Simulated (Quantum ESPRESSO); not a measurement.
**Quadrupole interaction in Ti**

```xyz
2
Lattice="2.9357 0.0000 0.0000 -1.4679 2.5424 0.0000 0.0000 0.0000 4.6409" Properties=species:S:1:pos:R:3 pbc="T T T"
Ti     0.0000     1.6949     1.1602
Ti     1.4679     0.8475     3.4806
```
The geometry is a computed Materials Project entry, not a measured one. It is Ti in P6₃/mmc. Stability against distortions was not tested. The run has no spin polarisation.

Computed: field gradients by PBE PAW (JTH datasets; density from pw.x of a modified build of Quantum ESPRESSO, gradients reconstructed from it by a script), 20 Ha, k-mesh 15×15×9 through Γ.

```tsv
site	site symmetry	Vzz (a.u.)	η_Q	∣C_Q∣ (MHz)
Ti (atoms 1, 2)	-6m2	0.205	0.00	14.6 (⁴⁷Ti)
```

Quadrupole moments taken as inputs (sizes, barn, from the tables of PySCF and pymatgen): ⁴⁷Ti 0.302.

Convention: |Vzz| is the largest principal value, η_Q = (Vxx − Vyy)/Vzz, |C_Q| = |eQVzz/h|. Cores are frozen. Ti had no test against all-electron runs. The run is metallic or nearly gapless at this level (smeared occupations), so gradients converge slowly with the k-mesh. Static lattice: thermal averaging is not included.
